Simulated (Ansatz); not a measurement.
**Question.** Name crystals whose computed values (PBEsol (plane waves, PAW; program Ansatz)) fall in these windows: B₀ by P(V) fit (GPa) 190 to 240; electron conductivity mass (mₑ) 0.96 to 1.3.

**Answer.** 

| crystal | B₀ by P(V) fit (GPa) | electron conductivity mass (mₑ) |
|---|---|---|
| Zr2N2O, C2/m (Pearson symbol mS30) | 215 | 1.1 |
| B4C, R-3m (B on 18h, B on 18h, C on 6c, C on 3b) | 233 | 1.0 |
Others may fit too.

Standing as an ambient phase not checked: Zr2N2O, C2/m (Pearson symbol mS30); B4C, R-3m (B on 18h, B on 18h, C on 6c, C on 3b). All cells were relaxed under the symmetry of their starts (and spin orders); stability against distortions was not tested throughout. Rows with no word on spin ran without spin polarisation. Scalar-relativistic: spin–orbit coupling is off unless named, which matters more the heavier the elements.

Potentials: the later of the program's two PAW sets.
